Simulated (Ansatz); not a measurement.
**Ir (Fm-3m): what a change of settings does**

```
CELL_PARAMETERS angstrom
0.00000 1.92279 1.92279
1.92279 0.00000 1.92279
1.92279 1.92279 0.00000
ATOMIC_POSITIONS crystal
Ir 0.00000 0.00000 0.00000
```

Level of theory, where no other is named: r²SCAN, PAW on Ansatz 0.2.0's default frozen-core files (fitted under PBE), scalar-relativistic. k mesh 14×14×14, fine mesh 24×24×24, Fermi-Dirac smearing of 0.100 eV, cutoff 500 eV. The cell was relaxed by PAW under this functional.

With these settings the run gives ħω_p,x = 10.83 eV and N(E_F) = 0.85 states/eV/cell.

**Question.** The run is repeated in the same cell with hamiltonian.xc from r2scan to lda. What moves, and by how much?

**Answer.** plasma energy: -1.43 %; density of states: +4.65 %. The cutoff follows the change, from 500 to 420 eV. The cell isn't relaxed anew, and its pressure at the new settings is -9.9 GPa; in its own relaxed cell the change can differ in size and sign.

Keep in mind: frozen-core PAW files fitted under PBE, their cores solved anew for the functional of the run; no spin-orbit coupling on heavy atoms; these sums move with the mesh, by several per cent and more for small sheets; cell far from its zero-pressure volume under this functional.
